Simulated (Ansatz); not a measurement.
# What moves the field gradients of Lu?

Cell of run 1: a structure deposited in the COD, atoms as given.

```cif
data_structure
_symmetry_space_group_name_H-M 'P 1'
_symmetry_Int_Tables_number 1
_cell_length_a 3.5099
_cell_length_b 3.5099
_cell_length_c 5.5666
_cell_angle_alpha 90.000
_cell_angle_beta 90.000
_cell_angle_gamma 120.000
_cell_volume 59.39
loop_
_atom_site_label
_atom_site_type_symbol
_atom_site_fract_x
_atom_site_fract_y
_atom_site_fract_z
_atom_site_occupancy
Lu1 Lu 0.33333 0.66667 0.25000 1
Lu2 Lu 0.66667 0.33333 0.75000 1
```

Atoms are numbered from 1 in the order listed; like atoms form one site, named after its first atom.

Relaxed positions (PBE, cell held):

```
CELL_PARAMETERS angstrom
3.50990 0.00000 0.00000
-1.75495 3.03966 0.00000
0.00000 0.00000 5.56660
ATOMIC_POSITIONS crystal
Lu 0.33333 0.66667 0.25000
Lu 0.66667 0.33333 0.75000
```

All runs are DFT with Ansatz 0.2.0 (plane waves and PAW, scalar-relativistic unless spin–orbit coupling is named, Γ-centred meshes, Fermi–Dirac smearing where given) in this cell.

Run 1: PBE, atoms as given; 420 eV, 11×11×6 k-points, smearing 0.05 eV.
Run 2: r2SCAN, at the relaxed atoms; 500 eV, 11×11×6 k-points, smearing 0.05 eV.
Run 3: PBE with spin–orbit coupling, at the relaxed atoms; 420 eV, 11×11×6 k-points, smearing 0.05 eV.

```tsv
run	Lu V_zz (η)
1	4.96 (0.00)
2	?
3	4.86 (0.00)
```

V_zz in 10²¹ V/m².

Task: Estimate the row of run 2.

Result: Lu: 4.90 (0.00). It lies nearest to run 3, from whose tensors on these sites it differs by 0.04 at most (largest principal value of the difference, on Lu). Taken one at a time, spin–orbit coupling moves the tensors on these sites by up to 0.10 (largest principal value of the change, on Lu), the functional (r2SCAN with its higher cutoff) by 0.06 (Lu). Without a gap such differences can lie within the error of the k-mesh, so this order isn't firm.

In runs 1, 2, 3 there is no gap above 0.1 eV, so the gradients can move by 10 % or more with the k-mesh.
